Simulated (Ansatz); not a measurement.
Consider the following.

Sr$_{3}$Ti$_{2}$O$_{7}$ (space group I4/mmm)

```yaml
crystal:
  lattice:
    - [-1.92337, 1.92337, 10.00555]
    - [1.92337, -1.92337, 10.00555]
    - [1.92337, 1.92337, -10.00555]
  atoms:
    - { symbol: Sr, position: [0.31571, 0.31571, 0.00000] }
    - { symbol: Sr, position: [0.68429, 0.68429, 0.00000] }
    - { symbol: Sr, position: [0.50000, 0.50000, 0.00000] }
    - { symbol: Ti, position: [0.09779, 0.09779, 0.00000] }
    - { symbol: Ti, position: [0.90221, 0.90221, 0.00000] }
    - { symbol: O, position: [0.40382, 0.90382, 0.50000] }
    - { symbol: O, position: [0.59618, 0.09618, 0.50000] }
    - { symbol: O, position: [0.90382, 0.40382, 0.50000] }
    - { symbol: O, position: [0.09618, 0.59618, 0.50000] }
    - { symbol: O, position: [0.80561, 0.80561, 0.00000] }
    - { symbol: O, position: [0.19439, 0.19439, 0.00000] }
    - { symbol: O, position: [0.00000, 0.00000, 0.00000] }
```

A phonon eigenvector at Γ is frozen into this cell: atom i moves by Q times the vector below, so Q is the largest atomic displacement, in Å. The cell is held.

| atom | x | y | z |
|---|---|---|---|
| Sr1 | 0.000 | 0.000 | 0.289 |
| Sr2 | 0.000 | 0.000 | -0.289 |
| Ti4 | 0.000 | 0.000 | 0.992 |
| Ti5 | 0.000 | 0.000 | -0.992 |
| O6 | 0.000 | 0.000 | -1.000 |
| O7 | 0.000 | 0.000 | 1.000 |
| O8 | 0.000 | 0.000 | -1.000 |
| O9 | 0.000 | 0.000 | 1.000 |
| O10 | 0.000 | 0.000 | -0.526 |
| O11 | 0.000 | 0.000 | 0.526 |

Atoms not listed stay in place.

All values below come from LDA (plane waves to 420 eV, PAW, scalar-relativistic; Ansatz, an electronic-structure program). k mesh 10×10×10 (Γ-centred), Fermi-Dirac smearing 0.05 eV. The energy includes the smearing's −TS. Left out: 1 of 13 points, with atoms too close for the PAW data. Sr3Ti2O7 is run without spin polarisation. Sr3Ti2O7 was relaxed with its symmetry unable to fall. The zero of ΔE is the undisplaced structure.

The scan covers Q from -0.233 to 0.280 Å in 12 points.

Task: Is this a single well or a double well?

Result: A single well with its minimum at or next to zero displacement.

Task: Is the energy the same for displacements of ±0.233 Å, and if not, which side lies higher?

Result: Not even: the negative side lies higher at ±0.233 Å.

Task: What is the energy change at Q = 0.280 Å?

Result: 1463 meV/cell.

Task: What harmonic wavenumber does the curvature at Q = 0 give?

Result: 249 cm⁻¹.

(A displaced cell: forces are minus the slopes of the energy, force constants its curvatures, and phonons follow from these.)
